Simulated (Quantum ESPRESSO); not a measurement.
# TaHf2O5F3: finding a planted mistake in a log

A calculation, not a measurement. The program is pw.x of Quantum ESPRESSO 7.5 (plane-wave density functional theory). The cell is made up: 11 atoms on a fluorite lattice with one site empty, with randomly drawn elements, strain and displacements, not relaxed. PseudoDojo standard norm-conserving files (v0.5 for PBE, v0.4.1 for LDA and PBEsol) set the functional; there is no spin polarisation, spin-orbit coupling or dispersion term, and the masses in the input are unused placeholders.

The hafnium pseudopotential is less sure than the others, with forces about 3 percent (worst 6) and pressure in oxides about 1.5 GPa (worst 2.7) from a second method in checks, which no rerun with the same files tests.

Intended input:

```
&control calculation='scf', pseudo_dir='./dojo.nc.sr.pbe.v0_5.standard.upf', outdir='./o', disk_io='medium', tprnfor=.true., tstress=.true. /
&system ibrav=0, nat=11, ntyp=4, nbnd=50, ecutwfc=84.00895049, nosym=.true., tot_charge=0,
 occupations='smearing', smearing='fd', degauss=0.0018374661
/
&electrons conv_thr=7.350e-09, electron_maxstep=60, /
ATOMIC_SPECIES
F 1.0 F.upf
Hf 1.0 Hf.upf
O 1.0 O.upf
Ta 1.0 Ta.upf
CELL_PARAMETERS angstrom
5.1674 -0.0244 -0.0121
-0.0244 5.0888 0.0147
-0.0121 0.0147 5.2303
ATOMIC_POSITIONS angstrom
Ta 0.0429 -0.0301 -0.0204
Hf 2.5312 -0.0966 2.5397
Hf 2.4799 2.4533 -0.0306
O 1.2973 1.2622 1.2584
O 1.2129 1.2173 3.9107
O 1.293 3.8407 1.2732
O 1.2002 3.8639 3.9078
F 3.8959 1.2362 1.2904
F 3.9028 1.2995 3.9378
F 3.8544 3.8773 1.3032
O 3.8408 3.7868 3.9851
K_POINTS automatic
4 4 4 1 1 1
```

The log is shortened where brackets say so; the opening notice, blank lines, dates and the lines on written files are dropped, and the path of the files is cut. It prints rydbergs, bohrs and kilobars, and counts compression as positive stress. Where no state is partly filled, the Fermi energy that it prints is only some level between the filled and the empty states on the mesh, and need not lie in the true gap.

Log of the intended run:

```
     Program PWSCF v.7.5
     Parallel version (MPI & OpenMP), running on       1 processor cores
     Number of MPI processes:                 1
     Threads/MPI process:                     1
     [start-up lines left out]
     bravais-lattice index     =            0
     lattice parameter (alat)  =       9.7651  a.u.
     unit-cell volume          =     928.1004 (a.u.)^3
     number of atoms/cell      =           11
     number of atomic types    =            4
     number of electrons       =        88.00
     number of Kohn-Sham states=           50
     kinetic-energy cutoff     =      84.0090  Ry
     charge density cutoff     =     336.0358  Ry
     scf convergence threshold =      7.3E-09
     mixing beta               =       0.7000
     number of iterations used =            8  plain     mixing
     Exchange-correlation= PBE
                           (   1   4   3   4   0   0   0)
     [axes and pseudopotential details left out]
   Cartesian axes
     site n.     atom                  positions (alat units)
         1        Ta     tau(   1) = (   0.0083019  -0.0058249  -0.0039478  )
         2        Hf     tau(   2) = (   0.4898333  -0.0186939   0.4914783  )
         3        Hf     tau(   3) = (   0.4799059   0.4747583  -0.0059217  )
         4        O      tau(   4) = (   0.2510512   0.2442587   0.2435233  )
         5        O      tau(   5) = (   0.2347183   0.2355697   0.7567917  )
         6        O      tau(   6) = (   0.2502191   0.7432455   0.2463874  )
         7        O      tau(   7) = (   0.2322606   0.7477351   0.7562305  )
         8        F      tau(   8) = (   0.7539277   0.2392272   0.2497159  )
         9        F      tau(   9) = (   0.7552630   0.2514769   0.7620361  )
        10        F      tau(  10) = (   0.7458967   0.7503282   0.2521930  )
        11        O      tau(  11) = (   0.7432648   0.7328148   0.7711895  )
     number of k points=    32  Fermi-Dirac smearing, width (Ry)=  0.0018
                       cart. coord. in units 2pi/alat
        k(    1) = (   0.1258913   0.1271795   0.1234323), wk =   0.0625000
        k(    2) = (   0.1264663   0.1264688   0.3704325), wk =   0.0625000
     [further k points left out]
     Dense  grid:    96521 G-vectors     FFT dimensions: (  60,  60,  60)
     Estimated max dynamical RAM per process >     161.40 MB
     Initial potential from superposition of free atoms
     starting charge      87.9953, renormalised to      88.0000
     Starting wfcs are   62 randomized atomic wfcs
     total cpu time spent up to now is       18.6 secs
     per-process dynamical memory:    98.5 Mb
     Self-consistent Calculation
     iteration #  1     ecut=    84.01 Ry     beta= 0.70
     Davidson diagonalization with overlap
     ethr =  1.00E-02,  avg # of iterations =  2.0
     total cpu time spent up to now is       49.6 secs
     total energy              =    -667.82276872 Ry
     estimated scf accuracy    <       4.47778160 Ry
     iteration #  2     ecut=    84.01 Ry     beta= 0.70
     Davidson diagonalization with overlap
     ethr =  5.09E-03,  avg # of iterations =  6.1
     total cpu time spent up to now is      101.0 secs
     total energy              =    -664.09486223 Ry
     estimated scf accuracy    <      36.83694752 Ry
     [iterations 3 to 14 left out]
     iteration # 15     ecut=    84.01 Ry     beta= 0.70
     Davidson diagonalization with overlap
     ethr =  5.18E-10,  avg # of iterations =  2.1
     total cpu time spent up to now is      577.1 secs
     total energy              =    -670.19705721 Ry
     estimated scf accuracy    <       0.00000007 Ry
     iteration # 16     ecut=    84.01 Ry     beta= 0.70
     Davidson diagonalization with overlap
     ethr =  7.50E-11,  avg # of iterations =  4.8
     total cpu time spent up to now is      612.3 secs
     End of self-consistent calculation
     [lines on levels left out]
     the Fermi energy is     9.8839 ev
!    total energy              =    -670.19705723 Ry
     estimated scf accuracy    <          2.2E-09 Ry
     smearing contrib. (-TS)   =      -0.00000000 Ry
     internal energy E=F+TS    =    -670.19705723 Ry
     The total energy is F=E-TS. E is the sum of the following terms:
     one-electron contribution =    -201.93780084 Ry
     hartree contribution      =     145.58386200 Ry
     xc contribution           =    -161.12480025 Ry
     ewald contribution        =    -452.71831813 Ry
     convergence has been achieved in  16 iterations
     Forces acting on atoms (cartesian axes, Ry/au):
     atom    1 type  4   force =     0.23043747   -0.07591613   -0.13105971
     atom    2 type  2   force =    -0.14575176   -0.03249184    0.08370098
     atom    3 type  2   force =    -0.13456538    0.05333615   -0.07054731
     atom    4 type  3   force =     0.02555012   -0.04598039   -0.03828575
     atom    5 type  3   force =     0.03945129   -0.02511776    0.07194724
     atom    6 type  3   force =     0.01349556    0.03907407   -0.05717886
     atom    7 type  3   force =     0.02797789    0.02958793    0.06988979
     atom    8 type  1   force =    -0.00936470   -0.00725256   -0.02391601
     atom    9 type  1   force =    -0.02468236   -0.02443815    0.02897421
     atom   10 type  1   force =     0.00338066    0.00229799   -0.00000936
     atom   11 type  3   force =    -0.02592880    0.08690068    0.06648477
     Total force =     0.412084     Total SCF correction =     0.000123
     Computing stress (Cartesian axis) and pressure
          total   stress  (Ry/bohr**3)                   (kbar)     P=     -164.04
  -0.00130634  -0.00016021  -0.00022314         -192.17      -23.57      -32.82
  -0.00016021  -0.00069274   0.00007279          -23.57     -101.91       10.71
  -0.00022314   0.00007279  -0.00134634          -32.82       10.71     -198.05
     init_run     :     16.09s CPU     18.42s WALL (       1 calls)
     electrons    :    560.81s CPU    593.78s WALL (       1 calls)
     forces       :     10.96s CPU     11.11s WALL (       1 calls)
     stress       :     28.48s CPU     29.90s WALL (       1 calls)
     [timing details left out]
     PWSCF        :  10m16.62s CPU  10m53.80s WALL
     JOB DONE.
```

A second run was made from an input with one planted mistake. Its log:

```
     Program PWSCF v.7.5
     Parallel version (MPI & OpenMP), running on       1 processor cores
     Number of MPI processes:                 1
     Threads/MPI process:                     1
     [start-up lines left out]
     bravais-lattice index     =            0
     lattice parameter (alat)  =       9.7651  a.u.
     unit-cell volume          =     928.1004 (a.u.)^3
     number of atoms/cell      =           11
     number of atomic types    =            4
     number of electrons       =        88.00
     number of Kohn-Sham states=           50
     kinetic-energy cutoff     =      84.0090  Ry
     charge density cutoff     =     336.0358  Ry
     scf convergence threshold =      1.5E-02
     mixing beta               =       0.7000
     number of iterations used =            8  plain     mixing
     Exchange-correlation= PBE
                           (   1   4   3   4   0   0   0)
     [axes and pseudopotential details left out]
   Cartesian axes
     site n.     atom                  positions (alat units)
         1        Ta     tau(   1) = (   0.0083019  -0.0058249  -0.0039478  )
         2        Hf     tau(   2) = (   0.4898333  -0.0186939   0.4914783  )
         3        Hf     tau(   3) = (   0.4799059   0.4747583  -0.0059217  )
         4        O      tau(   4) = (   0.2510512   0.2442587   0.2435233  )
         5        O      tau(   5) = (   0.2347183   0.2355697   0.7567917  )
         6        O      tau(   6) = (   0.2502191   0.7432455   0.2463874  )
         7        O      tau(   7) = (   0.2322606   0.7477351   0.7562305  )
         8        F      tau(   8) = (   0.7539277   0.2392272   0.2497159  )
         9        F      tau(   9) = (   0.7552630   0.2514769   0.7620361  )
        10        F      tau(  10) = (   0.7458967   0.7503282   0.2521930  )
        11        O      tau(  11) = (   0.7432648   0.7328148   0.7711895  )
     number of k points=    32  Fermi-Dirac smearing, width (Ry)=  0.0018
                       cart. coord. in units 2pi/alat
        k(    1) = (   0.1258913   0.1271795   0.1234323), wk =   0.0625000
        k(    2) = (   0.1264663   0.1264688   0.3704325), wk =   0.0625000
     [further k points left out]
     Dense  grid:    96521 G-vectors     FFT dimensions: (  60,  60,  60)
     Estimated max dynamical RAM per process >     161.40 MB
     Initial potential from superposition of free atoms
     starting charge      87.9953, renormalised to      88.0000
     Starting wfcs are   62 randomized atomic wfcs
     total cpu time spent up to now is       14.6 secs
     per-process dynamical memory:    98.5 Mb
     Self-consistent Calculation
     iteration #  1     ecut=    84.01 Ry     beta= 0.70
     Davidson diagonalization with overlap
     ethr =  1.00E-02,  avg # of iterations =  2.0
     total cpu time spent up to now is       40.4 secs
     total energy              =    -667.82276872 Ry
     estimated scf accuracy    <       4.47778160 Ry
     iteration #  2     ecut=    84.01 Ry     beta= 0.70
     Davidson diagonalization with overlap
     ethr =  5.09E-03,  avg # of iterations =  6.1
     total cpu time spent up to now is       83.4 secs
     total energy              =    -664.09486223 Ry
     estimated scf accuracy    <      36.83694752 Ry
     [iterations 3 to 4 left out]
     iteration #  5     ecut=    84.01 Ry     beta= 0.70
     Davidson diagonalization with overlap
     ethr =  6.14E-04,  avg # of iterations =  1.9
     total cpu time spent up to now is      191.2 secs
     total energy              =    -670.14807695 Ry
     estimated scf accuracy    <       0.22731742 Ry
     iteration #  6     ecut=    84.01 Ry     beta= 0.70
     Davidson diagonalization with overlap
     ethr =  2.58E-04,  avg # of iterations =  5.4
     total cpu time spent up to now is      245.8 secs
     End of self-consistent calculation
     [lines on levels left out]
     the Fermi energy is     9.9439 ev
!    total energy              =    -670.19310394 Ry
     estimated scf accuracy    <       0.00497127 Ry
     smearing contrib. (-TS)   =      -0.00000000 Ry
     internal energy E=F+TS    =    -670.19310394 Ry
     The total energy is F=E-TS. E is the sum of the following terms:
     one-electron contribution =    -201.81497210 Ry
     hartree contribution      =     145.42874600 Ry
     xc contribution           =    -161.08855971 Ry
     ewald contribution        =    -452.71831813 Ry
     convergence has been achieved in   6 iterations
     Forces acting on atoms (cartesian axes, Ry/au):
     atom    1 type  4   force =     0.23564891   -0.07880714   -0.13939140
     atom    2 type  2   force =    -0.15113894   -0.03595430    0.08864727
     atom    3 type  2   force =    -0.13979259    0.05549558   -0.07429930
     atom    4 type  3   force =     0.02668255   -0.04358557   -0.03500093
     atom    5 type  3   force =     0.03847998   -0.02235977    0.06991652
     atom    6 type  3   force =     0.01509769    0.03784285   -0.05601210
     atom    7 type  3   force =     0.02719900    0.02781993    0.06793419
     atom    8 type  1   force =    -0.00844768   -0.00269855   -0.01649707
     atom    9 type  1   force =    -0.02383823   -0.02070297    0.02258133
     atom   10 type  1   force =     0.00241123   -0.00270551    0.00602560
     atom   11 type  3   force =    -0.02230191    0.08565545    0.06609588
     Total force =     0.420772     Total SCF correction =     0.151137
     SCF correction compared to forces is large: reduce conv_thr to get better values
     Computing stress (Cartesian axis) and pressure
          total   stress  (Ry/bohr**3)                   (kbar)     P=     -188.33
  -0.00151048  -0.00016409  -0.00022580         -222.20      -24.14      -33.22
  -0.00016409  -0.00085476   0.00006631          -24.14     -125.74        9.75
  -0.00022580   0.00006631  -0.00147556          -33.22        9.75     -217.06
     init_run     :     13.61s CPU     14.48s WALL (       1 calls)
     electrons    :    221.37s CPU    231.20s WALL (       1 calls)
     forces       :     11.01s CPU     11.13s WALL (       1 calls)
     stress       :     34.68s CPU     35.80s WALL (       1 calls)
     [timing details left out]
     PWSCF        :   4m40.95s CPU   4m53.14s WALL
     JOB DONE.
```

Question: what was wrong in the second input?

Answer: the self-consistency threshold is too loose. The input lines that differ, file-writing options aside:

```
- &electrons conv_thr=7.350e-09, electron_maxstep=60, /
+ &electrons conv_thr=1.470e-02, electron_maxstep=60, /
```

```
                                            intended run  run with the mistake
                          free energy (eV)     -9118.495             -9118.442
                    smearing term -TS (eV)        0.0000                0.0000
                            pressure (GPa)        -16.40                -18.83
            largest force component (eV/Å)         5.925                 6.059
largest change of a force component (eV/Å)                               0.214
                                iterations            16                     6
```

For scale, a rerun of the intended cell at a cutoff of 1437 eV and k mesh 6 x 6 x 6 moved values by no more than 0.003 eV in energy, 0.04 GPa in stress and 0.004 eV/Å in force.